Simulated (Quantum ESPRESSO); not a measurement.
```xyz
6
Lattice="5.2740 0.0000 0.0000 0.0000 5.2740 0.0000 0.0000 0.0000 5.2740" Properties=species:S:1:pos:R:3 pbc="T T T"
S      0.0000     0.0000     0.0000
S      2.6370     2.6370     2.6370
Au     1.3185     1.3185     3.9555
Au     1.3185     3.9555     1.3185
Au     3.9555     3.9555     3.9555
Au     3.9555     1.3185     1.3185
```

The geometry is that of Materials Project entry mp-947, symmetrised and not relaxed again.

Q: What does LDA (Quantum ESPRESSO, PseudoDojo norm-conserving, 76 Ry, no spin-orbit coupling) give for the electronic structure near the Fermi level?

A: The LDA gap is direct, 2.00 eV at Γ. Without spin-orbit coupling, band edges of such heavy elements can be off by tenths of an eV.
